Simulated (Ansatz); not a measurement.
**ZnIr₂Se₄: input and output**

Input file of Ansatz 0.2.0:

```yaml
crystal:
  lattice:
    - [0.0, 5.498873, 0.0]
    - [5.498873, 0.0, 0.0]
    - [2.749436, 2.749436, -5.445913]
  atoms:
    - { symbol: Zn, position: [0.0, 0.0, 0.0] }
    - { symbol: Ir, position: [0.75, 0.25, 0.5] }
    - { symbol: Se, position: [0.38, 0.39, 0.74] }
    - { symbol: Se, position: [0.61, 0.12, 0.26] }
    - { symbol: Se, position: [0.88, 0.87, 0.74] }
    - { symbol: Se, position: [0.13, 0.62, 0.26] }
    - { symbol: Ir, position: [0.5, 0.5, 0.0] }
  symmetry: { tolerance: 0.0003 }
kpoints:
  mp_grid: { grid: [7, 7, 7], shift: [0, 0, 0] }
  band_path:
    path:
      - [0.0, 0.0, 0.0]
      - [0.5, -0.5, 0.0]
      - [0.5, -0.5, 0.25]
      - [0.0, -0.5, 0.0]
      - [0.0, 0.0, 0.0]
      - [0.0, 0.0, 0.5]
      - [0.0, -0.372557, 0.3137215]
      - [0.0, -0.627443, -0.3137215]
      - [0.0, 0.0, 0.0]
      - [0.5, -0.5, 0.0]
      - [0.372557, -0.627443, -0.127443]
    npoints: 6
magnetization:
  spin_polarized: false
scf:
  occupations: { method: fermi_dirac }
  lower_state_search: "off"
  max_iter: 200
hamiltonian:
  pseudopotentials: { kind: paw }
  xc: r2scan
basis:
  ecutwfc: 500
  fft_grid_basis: typed
output:
  forces: true
  stress: true
  eigenvalues: true
  bader: true
  populations: true
  elf: true
  write_potential: true
  volumetric_format: npy
  dos:
    e_range: [-12, 8]
    de: 0.05
    projected: { site_lists: { Ir: [Ir], Se: [Se], Zn: [Zn] } }
  write_density: true
checkpoint:
  read: saved_state
```

Launched with:

```sh
ansatz run input.yaml --threads 1 --pin off --max-ram 2560MiB --backend cpu --events-out ev --progress --plain --runs-dir out
```

The saved state is an earlier solution for the same cell, perhaps on another mesh. 

Output (shortened):

```
Pseudopotentials: kind: paw
Pseudopotential: Zn, paw, valence charge 12, recommended cutoff 500 eV (meta_gga), Zn.paw.azcp
Pseudopotential: Ir, paw, valence charge 17, recommended cutoff 500 eV (meta_gga), Ir.paw.azcp
Pseudopotential: Se, paw, valence charge 16, recommended cutoff 500 eV (meta_gga), Se.paw.azcp
Functional definition: r2SCAN
  exchange = r2scan_x(k0 = k0, k1 = k1, a1 = a1)
  correlation = r2scan_c
Crystal: 7 atoms, lattice volume = 164.671 Å³
Basis set: ecut = 500 eV, 4163 PW (Γ), exchange–correlation on 180×180×200 points (64 copies of the dense FFT grid, shifted against one another)
Bands: 66, of which v1, the nominal top of the filled ones, is band 55 counted from 1 (54 counted from 0)
Symmetry: 4 space group operations
Space group: I-4 (ITA 82), of the structure as read, at distance tolerance 1.6e-3 Å
k-points: 52 of 343 (time reversal used)
Initial density: read from a saved state, or passed on in memory by an earlier SCF of this step, an earlier step, the calling program or the single point that the run made first
Functional: x = r2scan, c = r2scan; τ floored in thin density (d = 2e-4 eV/Å³)
SCF iter   1: F=-49136.0993 eV  Δρ=1.06e-3  dr2=9.47e-4  dr2_τ=1.67e-3
SCF iter   2: F=-49136.1001 eV  Δρ=3.02e-4  dr2=1.05e-4  dr2_τ=1.93e-5
SCF iter   3: F=-49136.1001 eV  Δρ=2.42e-4  dr2=5.82e-5  dr2_τ=6.50e-7
SCF iter   4: F=-49136.1002 eV  Δρ=5.95e-5  dr2=6.35e-6  dr2_τ=2.46e-7
SCF iter   5: F=-49136.1002 eV  Δρ=1.93e-5  dr2=5.91e-7  dr2_τ=2.09e-8
SCF iter   6: F=-49136.1002 eV  Δρ=3.48e-6  dr2=2.54e-8  dr2_τ=3.80e-9
Free energy (F): -49136.1002 eV
Harris-Foulkes:  -49136.1002 eV  (|F-HF|=6.91e-10)
Internal energy: -49135.9292 eV  (E = F + TS)
E sigma→0 (E₀):  -49136.0147 eV
Entropy (-TS):   -0.1709 eV (-24.420 meV/atom)
Fermi energy:    9.5800 eV
--- Per-component energies (eV) ---
  E_band       = -2216.8843
  E_kinetic    = 1850.5662
  E_local      = -16127.6480  (includes V_loc(G=0)·N_el)
  E_nonlocal   = -1607.0955
  E_hartree    = 7405.1736
  E_xc         = -1023.2658
  E_vxc        = -1137.9457  (∫ρ·V_xc dr)
  E_paw        = -28054.6974  (= ΣΔE_a)
  E_vpaw       = -70.6984  (= ΣTr[D̂ρ^β])
  E_aug_tail   = -0.0009  (compensation charges beyond the density's cutoff)
  E_vtau       = 65.6050  (kinetic-family band-sum trace: ∫τ·v_τ [+ j·A + Jᵃ·Aᵃ] dr)
  E_ewald      = -11571.0859
  E_core_change = -7.8755  (= ΣΔE_core)
  E_smearing   = -0.1709  (= −TS)
--- Forces (eV/Å), atoms counted from 1 ---
  atom   1  Zn     0.0000     0.0000     0.0000
  atom   2  Ir     0.0000     0.0000     0.0000
  atom   3  Se     0.2358     0.1609     0.1825
  atom   4  Se     0.1609    -0.2358    -0.1825
  atom   5  Se    -0.2358    -0.1609     0.1825
  atom   6  Se    -0.1609     0.2358    -0.1825
  atom   7  Ir     0.0000     0.0000     0.0000
--- Stress (GPa, compression-positive) ---
        0.0265       0.0000       0.0000
        0.0000       0.0265       0.0000
        0.0000       0.0000      -0.3208
  P = ⅓ Tr σ = -0.0892 GPa (-0.892 kbar)
```

Absolute energies hang on the potentials; compare differences alone.

Origin: a known structure type with other elements, at an estimated volume, so it need not be a known compound. Caveats: many states at the Fermi level without spin polarisation, so a magnetic state may lie lower.
